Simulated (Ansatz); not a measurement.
**InP (F-43m)**

The calculation used DFT PBE, scalar-relativistic, plane waves, PAW in Ansatz.

Settings: cutoff 420 eV, Γ-centred mesh 10×10×10 on the computed 2-atom cell, Gaussian smearing of 0.02 eV; no spin polarisation.

The structure is relaxed at this level of theory with its symmetry kept, and needn't be the ground state of this composition.

Space group F-43m (No. 216), cubic, a = 5.960 Å. Around In lie 4 P at 2.58 Å; around P lie 4 In at 2.58 Å.

| Quantity | Value |
| --- | --- |
| Volume per atom | 26.46 Å³ |
| Formation energy from the elements' standard states (uncorrected) | -0.245 eV/atom |
| Kohn–Sham band gap | 0.44 eV |
| Orbital (Löwdin) character of the top 1 eV of the valence band | P 3p 80 %, In 5p 17 % |
| Orbital (Löwdin) character of the lowest 1 eV of the conduction band | In 5s 37 %, P 3p 28 %, P 3s 25 %, In 5p 8 % |
| Bader charge by site (e) | In (1 in the cell) 0.88, P (1 in the cell) -0.88 |

It was relaxed from a cell as deposited in COD. Kohn–Sham gaps at this level usually fall short of measured ones. Löwdin shares on free-atom orbitals overweight diffuse shells in the empty bands.
